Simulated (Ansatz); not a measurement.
AlAg:
```xyz
4
Lattice="1.4255 -5.2223 0.0000 1.4255 5.2223 0.0000 0.0000 0.0000 4.5075" Properties=species:S:1:pos:R:3 pbc="T T T"
Ag     1.4255    -1.7232     1.1269
Al     1.4255    -4.4516     1.1269
Ag     1.4255     1.7232     3.3806
Al     1.4255     4.4516     3.3806
```

Relaxed with r²SCAN.

### Question
Map the electron localisation function on the plane through (0.665, 0.335, 0.250) spanned by u = [1, 1, 0] and v = [1, -1, 0] in lattice vectors, from r²SCAN in the plane-wave PAW code Ansatz.

### Answer
x is the fraction of u, y of v (the angle between them is 90°; rows are the nearest grid lines); atoms in the plane: Ag at (0.00, 0.00), Ag at (0.50, 0.50), Al at (0.00, 0.26), Al at (0.50, 0.76).
```
y \ x   0.000  0.0625  0.188  0.250  0.375  0.438  0.562  0.625  0.750  0.812  0.938   1.00
------  -----  ------  -----  -----  -----  -----  -----  -----  -----  -----  -----  -----
1.00    0.867   0.822  0.598  0.483  0.208  0.161  0.161  0.208  0.483  0.598  0.822  0.867
0.925   0.417   0.404  0.291  0.220  0.213  0.267  0.267  0.213  0.220  0.291  0.404  0.417
0.850   0.340   0.355  0.459  0.521  0.565  0.552  0.552  0.565  0.521  0.459  0.355  0.340
0.775   0.618   0.624  0.529  0.282  0.023  0.219  0.219  0.023  0.282  0.529  0.624  0.618
0.700   0.536   0.548  0.586  0.553  0.326  0.225  0.225  0.326  0.553  0.586  0.548  0.536
0.625   0.202   0.205  0.234  0.252  0.277  0.284  0.284  0.277  0.252  0.234  0.205  0.202
0.550   0.158   0.161  0.243  0.357  0.539  0.583  0.583  0.539  0.357  0.243  0.161  0.158
0.450   0.210   0.191  0.223  0.340  0.538  0.584  0.584  0.538  0.340  0.223  0.191  0.210
0.375   0.557   0.545  0.447  0.373  0.254  0.227  0.227  0.254  0.373  0.447  0.545  0.557
0.300   0.026   0.022  0.173  0.397  0.574  0.564  0.564  0.574  0.397  0.173  0.022  0.026
0.225   0.041   0.026  0.183  0.437  0.633  0.622  0.622  0.633  0.437  0.183  0.026  0.041
0.150   0.526   0.518  0.462  0.422  0.337  0.307  0.307  0.337  0.422  0.462  0.518  0.526
0.0750  0.426   0.412  0.300  0.225  0.159  0.155  0.155  0.159  0.225  0.300  0.412  0.426
0.000   0.867   0.822  0.598  0.483  0.208  0.161  0.161  0.208  0.483  0.598  0.822  0.867
```

The density is the valence pseudo-density with augmentation charge, so density and ELF within about 1 Å of a nucleus are not all-electron values.

Space group Cmcm. The start of the workflow was typed in or built on a structure type; neither database checked (COD, Materials Project) lists it. Its standing as an ambient phase is unchecked. Symmetry was held in the r²SCAN relaxation; its stability against distortions is not shown here. No spin polarisation was allowed.

Potentials: the later of the program's two PAW sets.
